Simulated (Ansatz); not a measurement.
# K$_{2}$ScTe$_{2}$, a known structure type with other elements, at an estimated volume

```
Sc Te K
1.0
     0.00000    0.00000    6.55852
     7.35777    0.00000    0.00000
     3.67888    6.70606   -3.27926
Sc Te K
2 4 4
Direct
  0.25000 0.00000 0.00000
  0.75000 0.00000 0.00000
  0.89650 0.29880 0.79300
  0.10350 0.70120 0.20700
  0.60350 0.09180 0.20700
  0.39650 0.90820 0.79300
  0.14780 0.19720 0.29560
  0.85220 0.80280 0.70440
  0.35220 0.49280 0.70440
  0.64780 0.50720 0.29560
```

Single point in Ansatz 0.2.0 with r2SCAN, no spin polarisation. Cutoff 500 eV, PAW datasets, 6×6×6 Γ-centred k mesh, fermi-dirac filling (width 0.1 eV).

(1) Is the cell too large or too small?

(2) What happens at the Fermi level?

(3) Give the Bader charges.

(4) Where is the largest force?

Origin: a known structure type with other elements, at an estimated volume, so it need not be a known compound. Caveats: atoms or cell far from equilibrium.

Cost: 6.6 min on 1 thread of Arm Neoverse V1 (shared host), peak memory 2.1 GiB (start from a saved density). The time holds forces, stress, Bader, DOS, bands, ELF.

## Answers

(1) The pressure is 9.6 GPa (compression positive), so with the atoms held at these fractions the cell would first expand; the forces are large, so a full relaxation may end otherwise. The principal stresses 8.9, 9.1, 10.7 GPa differ, so its shape would change too.

(2) It is a metal, with about 7.7 states/eV a cell as the mean within 0.25 eV of the Fermi level, mostly Sc d (77 %).

(3) Bader charges in e: K +0.76, Sc +1.31, Te -1.42. In the mean Sc gives up most and Te takes most.

(4) The largest is on Te5 (and as large on other atoms): 3.16 eV/Å, components (2.27, 2.19, 0.00). It makes 141° with the line to a nearest neighbour, Sc2 at 2.58 Å, pointing away from it.
